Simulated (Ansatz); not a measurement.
Geometry optimisation in Ansatz: input, command and trajectory.

```yaml
crystal:
  lattice:
    - [4.99, 0.0, 0.0]
    - [0.0, 3.72, 0.0]
    - [0.0, 0.0, 7.03]
  atoms:
    - { symbol: Si, position: [0.286, 0.75, 0.614] }
    - { symbol: Si, position: [0.714, 0.25, 0.386] }
    - { symbol: Si, position: [0.214, 0.25, 0.114] }
    - { symbol: Si, position: [0.786, 0.75, 0.886] }
    - { symbol: Ni, position: [0.958, 0.75, 0.203] }
    - { symbol: Ni, position: [0.042, 0.25, 0.797] }
    - { symbol: Ni, position: [0.542, 0.25, 0.703] }
    - { symbol: Ni, position: [0.458, 0.75, 0.297] }
    - { symbol: Ni, position: [0.825, 0.75, 0.563] }
    - { symbol: Ni, position: [0.175, 0.25, 0.437] }
    - { symbol: Ni, position: [0.675, 0.25, 0.063] }
    - { symbol: Ni, position: [0.325, 0.75, 0.937] }
basis:
  ecutwfc: 420
kpoints:
  mp_grid: { grid: [8, 10, 6] }
hamiltonian:
  xc: pbesol
scf:
  occupations: { method: gaussian, width: 0.1 }
output:
  forces: true
  stress: true
  eigenvalues: true
relax:
  adjacent_minimum: "off"
  f_tol: 0.005
  max_steps: 80
  cell: { stress_tol: 0.05 }
```

```bash
ansatz run input.yaml --threads 2 --pin off --max-ram 5120MiB --backend cpu --events-out ev --progress --plain --runs-dir out
```

Level of theory: DFT PBEsol, scalar-relativistic, plane waves, PAW (Ansatz).

Of 6 frames 5 are shown, positions in Å and forces in eV/Å; the SCF threshold varies from step to step. Steps run on the plane waves of an earlier cell, with a Pulay correction in the pressure. The basis is chosen afresh for the last frame, the zero of the energies, and at times for earlier ones too; energy and pressure step there, also at an unchanged geometry. Spin polarisation was left out; whether the Ni atoms would carry moments isn't shown by this run.

```xyz
12
Lattice="4.9900 0.0000 0.0000 0.0000 3.7200 0.0000 0.0000 0.0000 7.0300" Properties=species:S:1:pos:R:3:forces:R:3 pbc="T T T" step=1 free_energy_over_end_meV_per_atom=6.40 pressure_GPa=-4.51
Si    1.4271    2.7900    4.3164   -0.0372    0.0000   -0.0546
Si    3.5629    0.9300    2.7136    0.0372    0.0000    0.0546
Si    1.0679    0.9300    0.8014    0.0372    0.0000   -0.0546
Si    3.9221    2.7900    6.2286   -0.0372    0.0000    0.0546
Ni    4.7804    2.7900    1.4271    0.1001    0.0000    0.1951
Ni    0.2096    0.9300    5.6029   -0.1001    0.0000   -0.1951
Ni    2.7046    0.9300    4.9421   -0.1001    0.0000    0.1951
Ni    2.2854    2.7900    2.0879    0.1001    0.0000   -0.1951
Ni    4.1167    2.7900    3.9579    0.2580    0.0000   -0.2395
Ni    0.8732    0.9300    3.0721   -0.2580    0.0000    0.2395
Ni    3.3683    0.9300    0.4429   -0.2580    0.0000   -0.2395
Ni    1.6218    2.7900    6.5871    0.2580    0.0000    0.2395
12
Lattice="4.9642 0.0000 0.0000 0.0000 3.7086 0.0000 0.0000 0.0000 6.9998" Properties=species:S:1:pos:R:3:forces:R:3 pbc="T T T" step=2 free_energy_over_end_meV_per_atom=1.93 pressure_GPa=-2.06
Si    1.4261    2.7814    4.2982   -0.0063    0.0000   -0.0464
Si    3.5381    0.9271    2.7016    0.0063    0.0000    0.0464
Si    1.0560    0.9271    0.7983    0.0063    0.0000   -0.0464
Si    3.9082    2.7814    6.2015   -0.0063    0.0000    0.0464
Ni    4.7558    2.7814    1.4308    0.0649    0.0000    0.1237
Ni    0.2084    0.9271    5.5690   -0.0649    0.0000   -0.1237
Ni    2.6905    0.9271    4.9307   -0.0649    0.0000    0.1237
Ni    2.2737    2.7814    2.0691    0.0649    0.0000   -0.1237
Ni    4.1043    2.7814    3.9329    0.1522    0.0000   -0.1544
Ni    0.8599    0.9271    3.0669   -0.1522    0.0000    0.1544
Ni    3.3420    0.9271    0.4330   -0.1522    0.0000   -0.1544
Ni    1.6222    2.7814    6.5668    0.1522    0.0000    0.1544
12
Lattice="4.9325 0.0000 0.0000 0.0000 3.6954 0.0000 0.0000 0.0000 6.9846" Properties=species:S:1:pos:R:3:forces:R:3 pbc="T T T" step=3 free_energy_over_end_meV_per_atom=0.09 pressure_GPa=0.37
Si    1.4280    2.7716    4.2881    0.0358    0.0000   -0.0162
Si    3.5045    0.9238    2.6965   -0.0358    0.0000    0.0162
Si    1.0383    0.9238    0.7958   -0.0358    0.0000   -0.0162
Si    3.8942    2.7716    6.1888    0.0358    0.0000    0.0162
Ni    4.7254    2.7716    1.4419    0.0112    0.0000    0.0048
Ni    0.2071    0.9238    5.5428   -0.0112    0.0000   -0.0048
Ni    2.6733    0.9238    4.9342   -0.0112    0.0000    0.0048
Ni    2.2592    2.7716    2.0504    0.0112    0.0000   -0.0048
Ni    4.0909    2.7716    3.9135   -0.0191    0.0000   -0.0105
Ni    0.8415    0.9238    3.0711    0.0191    0.0000    0.0105
Ni    3.3078    0.9238    0.4212    0.0191    0.0000   -0.0105
Ni    1.6247    2.7716    6.5634   -0.0191    0.0000    0.0105
12
Lattice="4.9183 0.0000 0.0000 0.0000 3.6973 0.0000 0.0000 0.0000 7.0068" Properties=species:S:1:pos:R:3:forces:R:3 pbc="T T T" step=4 free_energy_over_end_meV_per_atom=-0.08 pressure_GPa=-0.04
Si    1.4353    2.7730    4.2979   -0.0113    0.0000   -0.0139
Si    3.4830    0.9243    2.7089    0.0113    0.0000    0.0139
Si    1.0239    0.9243    0.7945    0.0113    0.0000   -0.0139
Si    3.8945    2.7730    6.2123   -0.0113    0.0000    0.0139
Ni    4.7123    2.7730    1.4543   -0.0099    0.0000   -0.0050
Ni    0.2061    0.9243    5.5525    0.0099    0.0000    0.0050
Ni    2.6653    0.9243    4.9576    0.0099    0.0000   -0.0050
Ni    2.2531    2.7730    2.0491   -0.0099    0.0000    0.0050
Ni    4.0757    2.7730    3.9269   -0.0031    0.0000   -0.0116
Ni    0.8427    0.9243    3.0798    0.0031    0.0000    0.0116
Ni    3.3018    0.9243    0.4236    0.0031    0.0000   -0.0116
Ni    1.6165    2.7730    6.5832   -0.0031    0.0000    0.0116
12
Lattice="4.9166 0.0000 0.0000 0.0000 3.6976 0.0000 0.0000 0.0000 7.0076" Properties=species:S:1:pos:R:3:forces:R:3 pbc="T T T" step=6 free_energy_over_end_meV_per_atom=0.00 pressure_GPa=0.00
Si    1.4337    2.7732    4.2984    0.0016    0.0000    0.0006
Si    3.4829    0.9244    2.7092   -0.0016    0.0000   -0.0006
Si    1.0246    0.9244    0.7946   -0.0016    0.0000    0.0006
Si    3.8920    2.7732    6.2130    0.0016    0.0000   -0.0006
Ni    4.7092    2.7732    1.4540    0.0007    0.0000   -0.0016
Ni    0.2074    0.9244    5.5536   -0.0007    0.0000    0.0016
Ni    2.6657    0.9244    4.9578   -0.0007    0.0000   -0.0016
Ni    2.2509    2.7732    2.0498    0.0007    0.0000    0.0016
Ni    4.0735    2.7732    3.9264    0.0005    0.0000   -0.0003
Ni    0.8431    0.9244    3.0812   -0.0005    0.0000    0.0003
Ni    3.3014    0.9244    0.4226   -0.0005    0.0000   -0.0003
Ni    1.6152    2.7732    6.5850    0.0005    0.0000    0.0003
```

It took 5.2 min on 2 threads of Intel(R) Xeon(R) Platinum 8259CL CPU @ 2.50GHz (Skylake/Cascade Lake) (shared host), peak memory 1.3 GiB.